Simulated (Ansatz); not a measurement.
ZrCuGe$_{2}$:
```yaml
crystal:
  lattice:
    - [3.78471, 0.00000, 0.00000]
    - [0.00000, 3.78471, 0.00000]
    - [0.00000, 0.00000, 9.21035]
  atoms:
    - { symbol: Zr, position: [0.00000, 0.50000, 0.76237] }
    - { symbol: Zr, position: [0.50000, 0.00000, 0.23763] }
    - { symbol: Cu, position: [0.50000, 0.50000, 0.50000] }
    - { symbol: Cu, position: [0.00000, 0.00000, 0.50000] }
    - { symbol: Ge, position: [0.50000, 0.50000, 0.00000] }
    - { symbol: Ge, position: [0.00000, 0.00000, 0.00000] }
    - { symbol: Ge, position: [0.00000, 0.50000, 0.32895] }
    - { symbol: Ge, position: [0.50000, 0.00000, 0.67105] }
```

Relaxed with r²SCAN. Special points in fractions of this cell's reciprocal vectors: Γ (0.000, 0.000, 0.000); X (0.000, 0.500, 0.000); M (0.500, 0.500, 0.000); Z (0.000, 0.000, 0.500); R (0.000, 0.500, 0.500); A (0.500, 0.500, 0.500).

**Question.** List the band energies nearest the Fermi level at these points for r²SCAN in the plane-wave PAW code Ansatz.

**Answer.** In eV from the Fermi level; about four levels below and three above (degenerate sets whole), none deeper than 8.9 eV; points with the same levels are listed once.

```csv
k,below,above
Γ,-1.58 -1.05 -1.05 -0.54,0.79 1.22 1.22
X,-1.05 -1.05 -0.97 -0.97,0.16 0.16 1.27 1.27
M,-1.75 -1.75 -1.56 -1.56,3.40 3.40 3.61 3.61
Z,-1.25 -1.25 -1.19 -1.17,0.56 1.62 1.62
R,-1.09 -1.09 -0.26 -0.26,0.45 0.45 1.98 1.98
A,-1.77 -1.77 -1.56 -1.56,2.38 2.38 3.61 3.61
```

Space group P4/nmm. The first step of the workflow began from a Materials Project structure, measured or hypothetical; the Crystallography Open Database copy checked does not list it. Whether it is the stable phase at ambient conditions was not checked. The cell was relaxed with r²SCAN under the symmetry of its start; its stability against distortions is not shown here. No spin polarisation was allowed. Spin–orbit coupling is left out wherever it is not named.

Potentials: the later of the program's two PAW sets.
